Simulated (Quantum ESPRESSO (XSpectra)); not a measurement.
Quantum ESPRESSO (XSpectra) run for X-ray absorption at the O K edge of ZnSO₄ (F-43m). Geometry: Materials Project entry mp-545756 (a computed structure). The cell is the entry's, not relaxed again. The ground-state test found a gap, so occupations are fixed and the excited electron is left out (charged cell on a uniform background); energies count from the highest occupied level. pw.x input:

```
&CONTROL
  calculation = 'scf'
  prefix = 'x'
  pseudo_dir = './pseudo'
  outdir = './out'
/
&SYSTEM
  ibrav = 0
  nat = 24
  ntyp = 4
  ecutwfc = 70
  input_dft = 'PZ'
  tot_charge = 1
  occupations = 'fixed'
/
&ELECTRONS
  conv_thr = 2.4e-07
  mixing_beta = 0.4
/
ATOMIC_SPECIES
Oh 15.999 O.lda-tm-gipaw-star1s.UPF
Zn 65.380 Zn.upf
S 32.060 S.lda-tm-gipaw.UPF
O 15.999 O.lda-tm-gipaw.UPF
CELL_PARAMETERS angstrom
   0.000000000    0.000000000    7.745610000
   0.000000000    7.745610000    0.000000000
  -7.745610000    0.000000000    0.000000000
ATOMIC_POSITIONS crystal
Zn     0.750000000    0.750000000    0.250000000
Zn     0.750000000    0.250000000    0.750000000
Zn     0.250000000    0.750000000    0.750000000
Zn     0.250000000    0.250000000    0.250000000
S      0.000000000    0.000000000    0.000000000
S      0.000000000    0.500000000    0.500000000
S      0.500000000    0.000000000    0.500000000
S      0.500000000    0.500000000    0.000000000
Oh     0.891710000    0.608290000    0.391710000
O      0.891710000    0.108290000    0.891710000
O      0.391710000    0.608290000    0.891710000
O      0.391710000    0.108290000    0.391710000
O      0.891710000    0.891710000    0.108290000
O      0.891710000    0.391710000    0.608290000
O      0.391710000    0.891710000    0.608290000
O      0.391710000    0.391710000    0.108290000
O      0.608290000    0.608290000    0.108290000
O      0.608290000    0.108290000    0.608290000
O      0.108290000    0.608290000    0.608290000
O      0.108290000    0.108290000    0.108290000
O      0.608290000    0.891710000    0.391710000
O      0.608290000    0.391710000    0.891710000
O      0.108290000    0.891710000    0.891710000
O      0.108290000    0.391710000    0.391710000
K_POINTS automatic
2 2 2 0 0 0
```

xspectra.x input:

```
&input_xspectra
  calculation = 'xanes_dipole'
  edge = 'K'
  prefix = 'x'
  outdir = './out'
  xonly_plot = .false.
  xiabs = 1
  xcoordcrys = .false.
  xepsilon(1) = 1.0
  xepsilon(2) = 0.0
  xepsilon(3) = 0.0
  xniter = 1500
  xcheck_conv = 50
  xerror = 0.002
  x_save_file = 'x0.sav'
/
&plot
  xnepoint = 451
  xemin = -5.0
  xemax = 40.0
  xgamma = 0.5
  terminator = .true.
  cut_occ_states = .true.
/
&pseudos
  filecore = 'core.wfc'
/
&cut_occ
  cut_desmooth = 0.1
  cut_stepl = 0.01
  cut_ierror = 1e-6
/
3 3 3 1 1 1
```

End of the pw.x output:

```

  -123.3586-122.4457-122.4457-122.4457 -78.0445 -77.9417 -77.9417 -77.0870
   -77.0870 -77.0869 -77.0540 -77.0540 -77.0540 -77.0509 -77.0508 -77.0508
   -27.2727 -22.7210 -22.7168 -22.7168 -22.6754 -19.8789 -19.8789 -18.3837
   -18.3216 -18.3216 -18.2285 -18.1903 -18.1903 -18.1438 -18.1438 -18.1433
   -13.8430  -9.8967  -9.8967  -9.8128  -9.2517  -9.2467  -9.2467  -7.7680
    -7.7680  -7.4704  -7.3155  -7.3155  -7.2261  -7.0631  -7.0631  -6.9499
    -6.9499  -6.9365  -5.3352  -5.3352  -5.3070  -4.9009  -4.9009  -4.7552
    -4.7027  -4.7027  -4.6516  -4.3389  -4.3389  -4.3353  -4.0794  -4.0794
    -3.9474  -3.9474  -3.9184  -3.8351  -3.8351  -3.7950  -3.4508  -3.4508
    -3.4505  -2.9916  -2.7324  -2.7324  -2.6872  -2.6048  -2.5969  -2.5969
    -2.4078  -2.4078  -2.3303  -2.0226  -2.0226  -1.8706  -1.8706  -1.7927
    -1.7439  -1.7439  -1.2503  -0.1684  -0.1006  -0.1006  -0.0533  -0.0533
     0.0472   0.0551   0.0551   0.1418

     highest occupied level (ev):     0.1418

!    total energy              =   -2305.38421201 Ry
     estimated scf accuracy    <       0.00000004 Ry

     The total energy is the sum of the following terms:
     one-electron contribution =   -2501.71124812 Ry
     hartree contribution      =    1289.48473143 Ry
     xc contribution           =    -336.03268308 Ry
     ewald contribution        =    -757.12501224 Ry

     convergence has been achieved in  15 iterations

     XML data file, charge density, pseudopotentials, collected wavefunctions
```

xspectra.x output, shortened:

```
... Begin STEP 1 ...

        Radial transition matrix element(s) used in the calculation of the
        initial vector of the Lanczos basis (|tilde{phi}_abs> normalized)
        | For PAW proj. (l=1) #1: radial matrix element =   0.141535429
        | For PAW proj. (l=1) #2: radial matrix element =   0.174719217

NB: the     7 k-point are not all listed below because npool=  4
        |-------------------------------------------------------------
        ! k-point #     1:  (-0.1667,  0.1667,  0.1667),  0.0741,   1
        |-------------------------------------------------------------
 okvan= F
        |   Norm of the initial Lanczos vector: 0.10086550E+00
        !   => CONVERGED at iter   1000 with error=  0.00091875
        |-------------------------------------------------------------
        ! k-point #     2:  (-0.5000,  0.1667,  0.1667),  0.0741,   1
        |-------------------------------------------------------------
 okvan= F
        |   Norm of the initial Lanczos vector: 0.10086551E+00
        !   => CONVERGED at iter   1050 with error=  0.00191540
        |-------------------------------------------------------------
        ! k-point #     3:  (-0.8333,  0.1667,  0.1667),  0.0741,   1
        |-------------------------------------------------------------
 okvan= F
        |   Norm of the initial Lanczos vector: 0.10086550E+00
        !   => CONVERGED at iter   1150 with error=  0.00053138
        |-------------------------------------------------------------

        ...
... Begin STEP 2 ...

     The spectrum is calculated using the following parameters:
        energy-zero of the spectrum [eV]:    0.1418
        the occupied states are elimintate from the spectrum
        xemin [eV]:  -5.00
        xemax [eV]:  40.00
        xnepoint:  451
        constant broadening parameter [eV]:    0.500
        Core level energy [eV]:  -543.1
         (from electron binding energy of neutral atoms in X-ray data booklet)

     Cross-section successfully written in xanes.dat

     ... End STEP 2 ...

     xanes        :     68.54s CPU     68.70s WALL (       1 calls)

     -------------------------------------------------------------------------
                                END JOB XSpectra
     -------------------------------------------------------------------------
```

xanes.dat for the field along x, every fifth line (energy in eV, cross section):

```
   -5.000   5.0800e-04
   -4.500   5.4680e-04
   -4.000   5.9060e-04
   -3.500   6.4060e-04
   -3.000   6.9800e-04
   -2.500   7.6430e-04
   -2.000   8.4190e-04
   -1.500   9.3340e-04
   -1.000   1.0430e-03
   -0.500   1.1750e-03
    0.000   1.3380e-03
    0.500   1.5420e-03
    1.000   1.8050e-03
    1.500   2.1540e-03
    2.000   2.6360e-03
    2.500   3.3390e-03
    3.000   4.4590e-03
    3.500   6.5130e-03
    4.000   1.0840e-02
    4.500   1.7410e-02
    5.000   2.7680e-02
    5.500   4.5380e-02
    6.000   6.0040e-02
    6.500   7.1640e-02
    7.000   7.8950e-02
    7.500   7.9180e-02
    8.000   5.4500e-02
    8.500   4.0650e-02
    9.000   3.5390e-02
    9.500   3.0920e-02
   10.000   2.8270e-02
   10.500   2.8650e-02
   11.000   2.6400e-02
   11.500   2.1750e-02
   12.000   2.1520e-02
   12.500   2.2370e-02
   13.000   2.1650e-02
   13.500   2.2130e-02
   14.000   2.3440e-02
   14.500   2.6150e-02
   15.000   2.6620e-02
   15.500   2.8670e-02
   16.000   2.4880e-02
   16.500   1.7800e-02
   17.000   1.4070e-02
   17.500   1.4400e-02
   18.000   1.5190e-02
   18.500   1.5680e-02
   19.000   1.5150e-02
   19.500   1.6910e-02
   20.000   1.7700e-02
   20.500   1.9350e-02
   21.000   2.0420e-02
   21.500   1.8770e-02
   22.000   1.7350e-02
   22.500   1.8200e-02
   23.000   2.0800e-02
   23.500   2.2600e-02
   24.000   1.8910e-02
   24.500   1.6550e-02
   25.000   1.5770e-02
   25.500   1.7750e-02
   26.000   2.1730e-02
   26.500   2.4410e-02
   27.000   2.3040e-02
   27.500   2.2100e-02
   28.000   2.5080e-02
   28.500   2.6820e-02
   29.000   2.4200e-02
   29.500   2.2340e-02
   30.000   2.0590e-02
   30.500   1.8530e-02
   31.000   1.9530e-02
   31.500   2.0300e-02
   32.000   2.0960e-02
   32.500   2.0040e-02
   33.000   1.9210e-02
   33.500   1.9790e-02
   34.000   1.8030e-02
   34.500   1.7050e-02
   35.000   1.7540e-02
   35.500   1.8940e-02
   36.000   2.0940e-02
   36.500   1.9150e-02
   37.000   1.7330e-02
   37.500   1.6840e-02
   38.000   1.6820e-02
   38.500   1.7680e-02
   39.000   1.7670e-02
   39.500   1.8830e-02
   40.000   1.8460e-02
```
